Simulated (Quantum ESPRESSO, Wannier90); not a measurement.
## Wannierisation of CdTe (wurtzite)

```xyz
4
Lattice="4.6333 0.0000 0.0000 -2.3166 4.0125 0.0000 0.0000 0.0000 7.6024" Properties=species:S:1:pos:R:3 pbc="T T T"
Cd     2.3166    -1.3375     0.0027
Cd    -2.3166     1.3375    -3.7985
Te     2.3166    -1.3375     2.8482
Te    -2.3166     1.3375    -0.9530
```

Cell from Materials Project (mp-12779), symmetrised, no further relaxation. Not found in the COD (Crystallography Open Database) copy used, which has the formula in other groups; not checked further. Level: PBEsol, no spin polarisation, no spin-orbit coupling; pw.x of Quantum ESPRESSO at 82 Ry with PseudoDojo potentials, 6×6×4 k-points, Wannier90. Density: 12×12×4 mesh, Gaussian smearing 0.01 Ry. Spin-orbit coupling is left out although heavy elements are present.

A tight-binding model is made by disentanglement and projection with no localisation steps (num_iter = 0), so the 16 orbitals stay atom-like: hydrogen-like Cd: s;p; Te: s;p, axes along x, y, z; frozen window up to 2.09 eV relative to the valence-band maximum. It follows pw.x to 2.5 meV rms for states up to 1.6 eV relative to the valence-band maximum. Matrix elements depend on this choice of orbitals and windows. Bands 21–30 (Cd 4d 96 %) lie between the kept ones and are excluded.

**Question.** Which pairs of orbitals on different sites are coupled most strongly? Give distance, modulus and how many such pairs a cell has.

**Answer.** 
```
orbital  orbital  distance of the centres (Å)  modulus (eV)  pairs
-------  -------  ---------------------------  ------------  -----
Cd pz      Te pz                         3.19          2.29      2
Cd py      Te py                         3.12          1.95      2
Cd pz       Te s                         3.06          1.83      2
Cd s       Te pz                         2.99          1.80      2
Cd py       Te s                         3.00          1.74      2
Cd s       Te py                         2.95          1.70      2
Cd px       Te s                         2.94          1.50      4
Cd s       Te px                         2.91          1.47      4
Cd px      Te py                         2.91          1.26      4
Cd py      Te px                         2.87          1.26      4
Cd px      Te px                         3.01          1.23      4
Cd s        Te s                         2.86          1.13      8
Cd pz      Te py                         2.89          1.04      2
Cd py      Te pz                         2.96          1.02      2
Cd py      Te py                         2.70          0.97      2
Cd px      Te px                         2.70          0.97      4
Cd pz      Te px                         2.84          0.90      4
Cd px      Te pz                         2.89          0.88      4
Cd py       Te s                         2.80          0.87      4
Cd s       Te py                         2.81          0.85      4
Cd pz       Te s                         2.78          0.62      6
Cd s       Te pz                         2.79          0.60      6
Cd pz      Te pz                         2.74          0.58      6
Cd pz      Te py                         2.75          0.52      4
Cd py      Te pz                         2.76          0.51      4
Cd pz      Te pz                         4.41          0.38      2
Cd px      Cd py                         4.38          0.30      4
Cd py      Cd pz                         4.51          0.28      2
Cd px      Cd pz                         4.46          0.24      4
Cd px      Cd px                         4.63          0.24      2
```
